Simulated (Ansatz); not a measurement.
Ca₂H₆Os:
```
Ca2H6Os
1.0
    0.00000     3.60638     3.60638
    3.60638     0.00000     3.60638
    3.60638     3.60638     0.00000
Ca H Os
2 6 1
Direct
  0.25000   0.25000   0.25000
  0.75000   0.75000   0.75000
  0.76251   0.23749   0.23749
  0.23749   0.76251   0.76251
  0.23749   0.76251   0.23749
  0.76251   0.23749   0.76251
  0.23749   0.23749   0.76251
  0.76251   0.76251   0.23749
  0.00000   0.00000   0.00000
```

The program Ansatz at the r²SCAN level (PAW) gives a gap of 3.10 eV without spin–orbit coupling, maximum at W, minimum at X.

What happens when spin–orbit coupling is switched on?

The gap falls by 0.16 eV, to 2.94 eV; maximum at X, minimum at X.

Give the electron effective mass with spin–orbit coupling.

0.64, 0.82, 0.82 mₑ (principal values).

Space group Fm-3m. The first step of the workflow began from a Materials Project structure, measured or hypothetical; the Crystallography Open Database copy checked does not list it. Whether it is the stable phase at ambient conditions was not checked. The r²SCAN relaxation kept the symmetry of its start; its stability against distortions is not shown here. No spin polarisation was allowed.

Potentials: the later of the program's two PAW sets.
